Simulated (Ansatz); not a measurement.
**W: energy along a strain**

W, Pm-3n, a = 5.053 Å. This isn't the element's structure at ambient conditions. Ansatz: r2SCAN, PAW, 500 eV, Γ-centred 8×8×8 mesh on 8 atoms, Gaussian smearing 0.15 eV; no spin polarisation. Cell vectors (Å): 5.053 0.000 0.000; 0.000 5.053 0.000; 0.000 0.000 5.053. The cell is strained by x per cent times the pattern (0 0 0 1 0 0) in the order xx yy zz yz xz xy (engineering shears), with fractional coordinates held. y is the free energy over the start, V0 = 16.127 Å³/atom. Symmetry makes y even in x.

| x (%) | y (meV/atom) |
| --- | --- |
| -6.00 | ? |
| -3.00 | 4.83 |
| 0.00 | 0.00 |
| 1.50 | 1.21 |
| 2.25 | 2.72 |
| 3.75 | 7.54 |
| 4.50 | 10.85 |
| 5.25 | 14.77 |

**Question.** Fit y = c2 x² + c4 x⁴ to the other rows, get the stiffness along the pattern, and predict the missing energy.

**Answer.** Least squares on the rows shown. y = 0.53674 x² − 3.4910×10⁻⁵ x⁴. The clamped-ion stiffness p·C·p = 2 × 5.367 eV × 160.2 / 16.127 Å³ = 107 GPa, which is C44 in these axes. At x = -6.00 the fit asked for gives 19.28 meV/atom. The run gave 19.30 meV/atom, so the fit is 0.02 meV/atom too low, a small miss on the scale of the series.

Spin–orbit coupling is left out, which can shift energies with elements as heavy as these.

Cost: 8 runs of about 23 core-minutes in all, on Intel Xeon Processor @ 2.50GHz (Skylake/Cascade Lake) (shared hosts).